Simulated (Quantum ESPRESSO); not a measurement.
# RuMo6Mg: a guest atom moved from site to site

Simulated, not a measurement. The program is pw.x of Quantum ESPRESSO 7.5 (plane-wave density functional theory). The cell is made up: eight metal atoms on a face-centred cubic lattice, with elements, volume, strain and displacements drawn at random and not relaxed, so it may be unstable or far from any real phase. PseudoDojo standard norm-conserving files set the functional (PBE unless stated); there is no spin polarisation or spin-orbit coupling, the Fermi-Dirac width of 0.25 eV means electrons at about 2900 K, and the masses in the input are unused placeholders. A spin test at this wide smearing found no moment, but such smearing suppresses magnetism that the real alloy may have.

The runs move one Mg atom among sites that otherwise hold Mo. Cell, positions, cutoff, mesh and smearing stay as in the input of run 1; sites are counted in its order. Stress in the tables is positive in tension.

Input of run 1:

```
&control calculation='scf', pseudo_dir='./dojo.nc.sr.pbe.v0_5.standard.upf', outdir='./o', disk_io='medium', tprnfor=.true., tstress=.true. /
&system ibrav=0, nat=8, ntyp=3, nbnd=72, ecutwfc=84.00895049, nosym=.true., tot_charge=0,
 occupations='smearing', smearing='fd', degauss=0.0183746611
/
&electrons conv_thr=1.470e-08, electron_maxstep=70, mixing_beta=0.5 /
ATOMIC_SPECIES
Mg 1.0 Mg.upf
Mo 1.0 Mo.upf
Ru 1.0 Ru.upf
CELL_PARAMETERS angstrom
-0.0044 -1.9468 -1.9697
-3.8794 1.9647 -1.9965
5.8407 5.9223 -4.008
ATOMIC_POSITIONS angstrom
Ru 0.0465 0.0074 -0.0161
Mo 0.0181 1.9481 -1.9752
Mo 0.0062 3.9456 -4.0096
Mg 3.9046 3.961 -3.998
Mo -1.9154 0.0178 -2.0145
Mo -1.908 1.984 -3.9772
Mo 1.9911 2.031 -3.9696
Mo 1.9419 3.9832 -6.024
K_POINTS automatic
8 5 3 1 1 1
```

| run | elements on sites 1 to 8 | free energy less that of run 1 (eV) | -TS (eV) | pressure (GPa) | stress xx (GPa) | stress yy (GPa) | stress zz (GPa) | stress yz (GPa) | stress xz (GPa) | stress xy (GPa) | iterations |
| --- | --- | --- | --- | --- | --- | --- | --- | --- | --- | --- | --- |
| 1 | Ru Mo Mo Mg Mo Mo Mo Mo | 0.000 | -1.720 | 13.15 | -13.54 | -12.81 | -13.10 | -0.78 | -1.24 | 1.46 | 20 |
| 2 | Ru Mo Mo Mo Mg Mo Mo Mo | 0.095 | -1.853 | 13.66 | -12.69 | -13.62 | -14.67 | -0.13 | 2.12 | -2.13 | 18 |
| 3 | Ru Mo Mo Mo Mo Mg Mo Mo | 0.056 | -1.752 | 13.07 | -13.24 | -12.83 | -13.14 | -0.73 | -1.10 | 1.38 | 19 |
| 4 | Ru Mo Mo Mo Mo Mo Mg Mo | -0.038 | -1.652 | 12.75 | -14.36 | -11.83 | -12.05 | -1.02 | -0.71 | 1.14 | 20 |

Forces Fx Fy Fz (eV/Å):

| site | run 1 | run 2 | run 3 | run 4 |
| --- | --- | --- | --- | --- |
| 1 | 0.11 0.16 -0.17 | -0.27 -0.02 0.01 | -0.67 -0.26 0.28 | -0.11 -0.10 0.09 |
| 2 | 0.07 -0.01 0.09 | 0.82 0.42 -0.35 | 0.31 0.32 -0.23 | 0.05 0.05 0.05 |
| 3 | 0.42 0.24 -0.11 | 0.21 -0.07 0.20 | 0.54 -0.02 0.16 | 0.39 0.04 0.13 |
| 4 | 0.40 0.68 -0.65 | 0.40 0.72 -0.75 | 0.69 0.88 -0.93 | 0.81 0.86 -0.82 |
| 5 | 0.11 -0.16 0.15 | -0.16 -0.31 0.33 | -0.36 -0.42 0.40 | -0.27 -0.28 0.29 |
| 6 | -0.67 -0.50 0.46 | -0.37 -0.35 0.30 | -0.45 -0.28 0.20 | -0.71 -0.30 0.31 |
| 7 | -0.77 -0.19 0.01 | -0.47 -0.16 0.05 | -0.63 -0.40 0.30 | -0.56 -0.21 -0.10 |
| 8 | 0.33 -0.23 0.22 | -0.17 -0.25 0.20 | 0.56 0.18 -0.19 | 0.40 -0.06 0.05 |

The sites are displaced and not relaxed, so the energy differences mix bonding between neighbours with strain and are not ordering energies. A rerun of one cell of this series at a higher cutoff and on a denser mesh moved values by no more than 0.007 eV in energy, 0.09 GPa in stress and 0.009 eV/Å in force, and a second program with other atomic files agreed on that cell to 2 % rms in force and 0.5 GPa in pressure.